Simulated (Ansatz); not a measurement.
Values for one crystal, relaxed and computed with DFT-r²SCAN in the program Ansatz with PAW potentials; other levels are named.

```yaml
volume_per_atom: 19.03 Å³
band_gap: 1.15 eV (indirect)
smallest_direct_gap_on_the_standard_path: 1.76 eV
conduction_band_minimum: off the standard path, at k = (0.109, 0.443, -0.221)
Formation energy from the elements (no fitted shifts): -0.98 eV/atom
valence_band_maximum: at T
```

**Question.** Which of these materials gives this?
A. HfO2, P2_1/c (Hf on 4e, O on 4e, O on 4e)
B. MoS2, R3m (Mo on 3a, S on 3a, S on 3a)
C. CdSe2, Pa-3 (Cd on 4a, Se on 8c)
D. PdS2, Pbca (Pd on 4a, S on 8c)

**Answer.** B, MoS2, R3m (Mo on 3a, S on 3a, S on 3a)

The r²SCAN relaxation kept the symmetry of its start. No spin polarisation was allowed. A crystal of weakly bound layers computed without a dispersion correction: the cell and the soft elastic constants depend strongly on that. The references are the lowest solids computed at this level, not always the standard phases. Spin–orbit coupling is left out wherever it is not named.

Potentials: the earlier of the program's two PAW sets.
